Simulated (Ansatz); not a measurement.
The start is a relaxed Ba cell shaken by Gaussian noise of σ = 0.08 Å a coordinate. The cell and all atomic positions are relaxed at zero pressure with r2SCAN (plane waves to 500 eV, PAW, scalar-relativistic; Ansatz, a quantum-chemistry and plane-wave program). First-step values are on the input's coarse k-mesh.

Ansatz input (later rounds restart from its end on a renewed k-mesh):
Ansatz 0.2 input:
```yaml
crystal:
  lattice:
    - [8.113070616, 0, 0]
    - [0, 8.113070616, 0]
    - [0, 0, 8.113070616]
  atoms:
    - { symbol: Ba, position: [0.2457137159, -0.0035858684, 0.4928366481] }
    - { symbol: Ba, position: [0.749706863, 0.0058968698, 0.482657994] }
    - { symbol: Ba, position: [-0.0133686617, 0.5043479148, 0.2571262076] }
    - { symbol: Ba, position: [0.0008124073, 0.5060871957, 0.7460347492] }
    - { symbol: Ba, position: [0.5102976354, 0.2484597423, 0.0033726658] }
    - { symbol: Ba, position: [0.491243521, 0.7504873414, -0.019731173] }
    - { symbol: Ba, position: [-0.0059682466, 0.0010981202, -0.0028709795] }
    - { symbol: Ba, position: [0.5158278285, 0.526174736, 0.5003544636] }
basis: { ecutwfc: 500, ecutrho_ratio: 4, xc_grid: 4, fft_grid_basis: typed }
kpoints: { mp_grid: { grid: [4, 4, 4] } }
hamiltonian:
  xc: r2scan
  dispersion: none
  pseudopotentials: { azcp: { folder: ./paw }, kind: paw }
scf: { occupations: { method: fermi_dirac, width: 0.05 } }
relax: { f_tol: 0.01, max_steps: 100, cell: { stress_tol: 0.02 } }
output: { forces: true, stress: true }
```

* **Energy released**: 0.01 eV/atom
* **Relative to the parent**: It relaxes back to the parent, Pm-3n (No. 223)
* **Band gap at the end**: no gap on the sampled points, where the bands overlap only slightly; such a result is sensitive to mesh and level
* **Optimiser moves**: 5

Final structure:

Space group Pm-3n (No. 223); a = 8.115 Å, b = 8.115 Å, c = 8.115 Å, α = 90.00°, β = 90.00°, γ = 90.00°

| atom | site | symmetry | x | y | z |
|---|---|---|---|---|---|
| Ba | 6c | -4m.2 | 0.0000 | 0.5000 | 0.2500 |
| Ba | 2a | m-3. | 0.0000 | 0.0000 | 0.0000 |

Final values are on a 6×6×6 k-mesh of the relaxed cell. No spin polarisation in the result.

The relaxed structure here is a generated cell of Ba: the first start was made by placing the elements on the sites of a structure type, and the end was not matched to a known phase here, so it may be hypothetical. Known forms of Ba include space group No. 229.
